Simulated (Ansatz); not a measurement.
Starting cell, Cu (fcc, Cu type):

```
CELL_PARAMETERS angstrom
      0.00000     3.57902     3.57902
      1.78951     0.00000     1.78951
      1.78951     1.78951     0.00000
ATOMIC_POSITIONS crystal
  Cu 0.00000 0.00000 0.00000
  Cu 0.50000 0.00000 0.00000
```

The atoms are displaced by Q × the pattern below (from a DFPT mode at L = (0.5, 0.0, 0.0), largest move 1; Q in Å), at fixed cell. It is one choice among 2 degenerate patterns. (q is in reciprocal vectors of the primitive cell; the cell shown is doubled to hold the pattern.)

```
atom       x       y       z
----  ------  ------  ------
Cu1    0.285  -0.520   0.805
Cu2   -0.285   0.520  -0.805
```

Calculation: r2SCAN (plane waves to 500 eV, PAW, scalar-relativistic; Ansatz, an electronic-structure program). k mesh 11×22×22 (Γ-centred), Fermi-Dirac smearing 0.05 eV. E stands for the smeared free energy. With partly filled bands, energies and forces of such displacements shift with the k mesh and the smearing. Cu is run without spin polarisation. Cu was relaxed with its symmetry unable to fall. The PAW data are Ansatz's earlier set. ΔE is measured from the undisplaced structure. The last digit holds for this mesh only.

```json
[
 {"Q (Å)": "-0.2800", "ΔE (meV/cell)": "228.3"},
 {"Q (Å)": "-0.2333", "ΔE (meV/cell)": "withheld"},
 {"Q (Å)": "-0.1867", "ΔE (meV/cell)": "109.1"},
 {"Q (Å)": "-0.1400", "ΔE (meV/cell)": "62.7"},
 {"Q (Å)": "-0.0933", "ΔE (meV/cell)": "28.3"},
 {"Q (Å)": "-0.0467", "ΔE (meV/cell)": "7.1"},
 {"Q (Å)": "0.0000", "ΔE (meV/cell)": "0.0"},
 {"Q (Å)": "0.0467", "ΔE (meV/cell)": "7.1"},
 {"Q (Å)": "0.0933", "ΔE (meV/cell)": "28.3"},
 {"Q (Å)": "0.1400", "ΔE (meV/cell)": "62.7"},
 {"Q (Å)": "0.1867", "ΔE (meV/cell)": "109.1"},
 {"Q (Å)": "0.2333", "ΔE (meV/cell)": "withheld"},
 {"Q (Å)": "0.2800", "ΔE (meV/cell)": "228.3"}
]
```

### Question
Fit an even polynomial form (powers 2, 4) to the given rows and predict ΔE at Q = 0.2333.

### Answer
Least squares on the 11 given rows: ΔE = (3300)·Q² + (-4945)·Q⁴, in meV/cell with Q in Å; root-mean-square residual 0.06 meV/cell. At 0.2333 the fit gives 165.0 meV/cell; the calculation gives 165.1 meV/cell, so the interpolation is off by -0.1 (-0.1 %). The quadratic term alone would give 179.6 meV/cell.

(For displaced atoms, the force is minus the slope of the energy, and its curvature is a force constant, which sets phonon frequencies.)
